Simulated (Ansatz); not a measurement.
NaTl2MoF6:
```xyz
10
Lattice="0.0000 4.3552 4.3552 4.3552 0.0000 4.3552 4.3552 4.3552 0.0000" Properties=species:S:1:pos:R:3 pbc="T T T"
Na     4.3552     4.3552     4.3552
Tl     6.5327     6.5327     6.5327
Tl     2.1776     2.1776     2.1776
Mo     0.0000     0.0000     0.0000
F      4.3552     6.6569     4.3552
F      4.3552     2.0534     4.3552
F      2.0534     4.3552     4.3552
F      6.6569     4.3552     4.3552
F      4.3552     4.3552     6.6569
F      4.3552     4.3552     2.0534
```
The run is spin-polarised; directions of the spins, atom by atom: 0 0 0 ↑ 0 0 0 0 0 0.

Relaxed with HSE06. Special points in fractions of this cell's reciprocal vectors: Γ (0.000, 0.000, 0.000); X (0.500, 0.000, 0.500); U (0.625, 0.250, 0.625); K (0.375, 0.375, 0.750); L (0.500, 0.500, 0.500); W (0.500, 0.250, 0.750).

### Question
List the band energies nearest the valence-band maximum at these points for HSE06 (plane waves, PAW; program Ansatz).

### Answer
In eV from the valence-band maximum; about four levels below and three above (degenerate sets whole), none deeper than 8.9 eV; points with the same levels are listed once.

```tsv
k	below	above
Γ ↑	-4.09 -0.16 -0.16 -0.16	5.21 5.21 5.21
X ↑	-3.02 -0.12 0.00 0.00	2.74 4.07 4.07
U ↑	-3.07 -0.09 -0.02 -0.01	3.07 3.98 4.26
L ↑	-3.24 -0.10 -0.06 -0.06	4.32 4.34 5.03 5.03
W ↑	-3.09 -3.09 -0.06 -0.06 0.00	3.32 3.36 5.05 5.05
Γ ↓	-4.61 -4.61 -4.61 -4.09	4.56 4.56 4.56
X ↓	-4.99 -4.99 -4.59 -3.00 -2.92	2.83 4.12 4.12
U ↓	-4.88 -4.67 -3.02 -2.96	3.15 3.97 4.33
L ↓	-4.81 -4.81 -4.75 -3.40 -3.16	3.95 4.35 4.59 4.59
W ↓	-4.75 -4.75 -2.96 -2.96	3.39 3.46 4.46 4.46
```

Space group Fm-3m. The first step of the workflow began from a Materials Project structure, measured or hypothetical; the Crystallography Open Database files this formula in space group No. 225, but the cells were not matched. Its standing as an ambient phase is unchecked. The cell was relaxed with HSE06 under the symmetry of its start; whether a distortion lowers the energy is not shown. Spin order of the final state: ferromagnetic, chosen from 3 collinear starts compared on coarse meshes with r²SCAN (ties went to the first, and starts can fall back to one state), not a proven ground state. Other orbital occupations within this spin state were not tried. The hybrid was solved on a coarse mesh, the path and, where they were found, the r²SCAN edge points; its band edges are the extreme levels among these. Spin–orbit coupling is left out wherever it is not named.

Potentials: the later of the program's two PAW sets.
